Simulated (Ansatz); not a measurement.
All numbers below come from DFT PBE, scalar-relativistic, plane waves, PAW in Ansatz 0.2.0. Settings: cutoff 420 eV, Γ-centred meshes spaced at most about 0.3 Å⁻¹, and about 0.25 Å⁻¹ or finer for metals (2π included), Gaussian smearing. Collinear spin in cells that started with moments and kept them past the coarse steps, no spin elsewhere.

Temperature and zero-point effects are left out. All come from trial cells, and lower structures may exist.

Question: Order these relaxed structures of Ti₄Ga by energy, lowest first, with the energy over the lowest of them.
A.

```cif
data_structure
_symmetry_space_group_name_H-M 'Cmmm'
_symmetry_Int_Tables_number 65
_cell_length_a 6.6721
_cell_length_b 9.2701
_cell_length_c 3.0198
_cell_angle_alpha 90.000
_cell_angle_beta 90.000
_cell_angle_gamma 90.000
_cell_volume 186.78
loop_
_atom_site_label
_atom_site_type_symbol
_atom_site_symmetry_multiplicity
_atom_site_Wyckoff_symbol
_atom_site_fract_x
_atom_site_fract_y
_atom_site_fract_z
_atom_site_occupancy
Ti1 Ti 4 j 0.50000 0.72104 0.50000 1
Ti2 Ti 4 g 0.19308 0.00000 0.00000 1
Ga1 Ga 2 c 0.50000 0.00000 0.50000 1
```

B.

```cif
data_structure
_symmetry_space_group_name_H-M 'Im-3m'
_symmetry_Int_Tables_number 229
_cell_length_a 5.8825
_cell_length_b 5.8825
_cell_length_c 5.8825
_cell_angle_alpha 90.000
_cell_angle_beta 90.000
_cell_angle_gamma 90.000
_cell_volume 203.55
loop_
_atom_site_label
_atom_site_type_symbol
_atom_site_symmetry_multiplicity
_atom_site_Wyckoff_symbol
_atom_site_fract_x
_atom_site_fract_y
_atom_site_fract_z
_atom_site_occupancy
Ti1 Ti 8 c 0.25000 0.25000 0.25000 1
Ga1 Ga 2 a 0.00000 0.00000 0.00000 1
```

C.

```cif
data_structure
_symmetry_space_group_name_H-M 'P6/mmm'
_symmetry_Int_Tables_number 191
_cell_length_a 5.3036
_cell_length_b 5.3036
_cell_length_c 4.9926
_cell_angle_alpha 90.000
_cell_angle_beta 90.000
_cell_angle_gamma 120.000
_cell_volume 121.62
loop_
_atom_site_label
_atom_site_type_symbol
_atom_site_symmetry_multiplicity
_atom_site_Wyckoff_symbol
_atom_site_fract_x
_atom_site_fract_y
_atom_site_fract_z
_atom_site_occupancy
Ti1 Ti 3 g 0.50000 0.00000 0.50000 1
Ti2 Ti 1 b 0.00000 0.00000 0.50000 1
Ga1 Ga 1 a 0.00000 0.00000 0.00000 1
```

Answer: A (0 meV/atom), B (430 meV/atom), C (763 meV/atom). Forms: A Cmmm, no spin; B Im-3m, moments up to 0.6 μB; C P6/mmm, no spin. Counting all near atoms (those within 1.25 times the shortest distance at each site; a plus sign parts nearer from farther groups; a slash parts the counts of unlike sites): A has Ti 1+6/3+6, Ga 6+2; B has Ti 2+6, Ga 8; C has Ti 6/8, Ga 2. Even the lowest lies +0.17 eV/atom against the elements.

Another magnetic order may lie lower. Cells relaxed within their symmetry can be saddle points. Some structure types and database cells were kept out of the candidates from the start, so a known form may be missing.
